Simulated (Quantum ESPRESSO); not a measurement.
Parts of the isotropic shielding in PtS2, by PBE GIPAW on JTH datasets (Quantum ESPRESSO, modified build), 20 Ha, k-mesh 8×8×5 shifted:

```
PtS2
1.0
    3.51325     0.00000     0.00000
   -1.75663     3.04257     0.00000
    0.00000     0.00000     5.70901
Pt S
1 2
Direct
  0.00000   0.00000   0.00000
  0.66667   0.33333   0.77894
  0.33333   0.66667   0.22106
```
The cell was made here from a computed Materials Project entry: strained by +2 % along the unique axis and by -1 % across it, atoms relaxed (PBE without dispersion, pw.x of Quantum ESPRESSO, symmetry kept). The parent is PtS2 in P-3m1; whether this form has been observed was not checked. Stability against distortions was not tested. The layers lie 3.2 Å apart; this gap hangs on dispersion, and neither it nor the stacking was checked against the measured crystal. The run has no spin polarisation.

The core term is that of the free atom's frozen core; the paramagnetic column sums the reconstruction terms. These are absolute shieldings with no macroscopic susceptibility term; δ = σ_ref − σ needs a reference computed alike. By our sweeps, such settings leave a few ppm in absolute σ on light atoms and up to some 20 ppm from Zn on. No spin–orbit coupling; Pt is the heaviest element present. No d partial waves on S: the paramagnetic term there is incompletely reconstructed. Static lattice: thermal averaging is not included.

| site | core | bare (smooth current) | diamagnetic correction | paramagnetic corrections | σ_iso (ppm) |
|---|---|---|---|---|---|
| S (atoms 2, 3) | 979.8 | 38.8 | -10.8 | (withheld) | (withheld) |

### Question
What belongs in the gaps?

### Answer

- S (atoms 2, 3), paramagnetic corrections: -340.2
- S (atoms 2, 3), σ_iso (ppm): 667.6
